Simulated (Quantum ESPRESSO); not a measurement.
pw.x input (Quantum ESPRESSO 7.5; PBE, PseudoDojo stringent norm-conserving files, scalar-relativistic):

```
&CONTROL
  calculation = 'scf'
  pseudo_dir = './pseudo'
  outdir = './out'
  tprnfor = .true.
  tstress = .true.
/
&SYSTEM
  ibrav = 0
  nat = 6
  ntyp = 4
  ecutwfc = 104.0
  ecutrho = 416.0
  occupations = 'smearing'
  smearing = 'fd'
  degauss = 0.002
  nbnd = 60
  assume_isolated = '2D'
/
&ELECTRONS
  conv_thr = 6e-10
/
ATOMIC_SPECIES
S 32.0600 S.upf
Se 78.9710 Se.upf
Sn 118.7100 Sn.upf
Pt 195.0840 Pt.upf
CELL_PARAMETERS angstrom
  3.704191368361   0.000000000000   0.000000000000
 -1.852095684180   3.207923825479   0.000000000000
  0.000000000000   0.000000000000  25.900000000000
ATOMIC_POSITIONS crystal
S   0.666666667000   0.333333333000   0.045434743800
S   0.333333333667   0.666666666333   0.158969286200
Se   0.666666667000   0.333333333000  -0.158969286200
Se   0.333333333667   0.666666666333  -0.057124947100
Sn   0.000000000333   0.000000000000   0.102243824800
Pt   0.000000000333   0.000000000000  -0.107626771000
K_POINTS automatic
12 12 1 0 0 0
```

End of the output:

```

[...]
     the Fermi energy is    -5.3260 ev
!    total energy              =   -2101.55657195 Ry
     estimated scf accuracy    <          1.1E-10 Ry
     smearing contrib. (-TS)   =      -0.00000501 Ry
     internal energy E=F+TS    =   -2101.55656694 Ry
     The total energy is F=E-TS. E is the sum of the following terms:
     one-electron contribution =  -20009.41674277 Ry
     hartree contribution      =    9906.38558252 Ry
     xc contribution           =    -229.53561881 Ry
     ewald contribution        =    8231.01021212 Ry
     convergence has been achieved in  16 iterations
     Forces acting on atoms (cartesian axes, Ry/au):
     atom    1 type  1   force =     0.00000000   -0.00000000    0.00020282
     atom    2 type  1   force =     0.00000000   -0.00000000    0.00404410
     atom    3 type  2   force =     0.00000000    0.00000000   -0.00397096
     atom    4 type  2   force =     0.00000000    0.00000000   -0.00176160
     atom    5 type  3   force =     0.00000000    0.00000000    0.00392132
     atom    6 type  4   force =     0.00000000   -0.00000000   -0.00243568
     Total force =     0.007522     Total SCF correction =     0.000086
```
In a gapped system the printed Fermi energy is only some level inside the gap.

Spin-orbit coupling is not included.

Geometry relaxed with PBE+D3(BJ).
